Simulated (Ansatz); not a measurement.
Values for one crystal, relaxed and computed with DFT-r²SCAN in the program Ansatz with PAW potentials; other levels are named.

```yaml
volume_per_atom: 14.68 Å³
band_gap: 1.07 eV (direct)
debye_temperature_from_the_elastic_constants: 482 K
Hole effective mass with spin–orbit coupling: 0.15, 0.81, 5.5 mₑ (principal values)
Gap with spin–orbit coupling: 1.05 eV
Young's modulus: 216 GPa
Elastic constants (relaxed ions, GPa): C11 = 306, C22 = 326, C33 = 262, C12 = 61.3, C13 = 84.2, C23 = 72.1, C44 = 66.8, C55 = 66.4, C66 = 85.7
```

Q: Which compound is it?
(A) SrCl2, fluorite
(B) Ba2Zn3As2O2, I4/mmm (Pearson symbol tI18)
(C) LiGeN, P6_3mc (Li on 2b, Ge on 2a, N on 2b)
(D) Sr2TaNO3, Immm (Pearson symbol oI14)

A: D, Sr2TaNO3, Immm (Pearson symbol oI14)

The workflow started from a Materials Project entry (that database holds measured and hypothetical structures alike); the Crystallography Open Database copy checked does not list it. With N and O taken as one species the cell has the higher symmetry I4/mmm, so it may be an ordered model of a mixed-site phase. Its standing as an ambient phase is unchecked. Symmetry was held in the r²SCAN relaxation; whether a distortion lowers the energy is not shown. No spin polarisation was allowed. Spin–orbit coupling is left out wherever it is not named.

Potentials: the later of the program's two PAW sets.
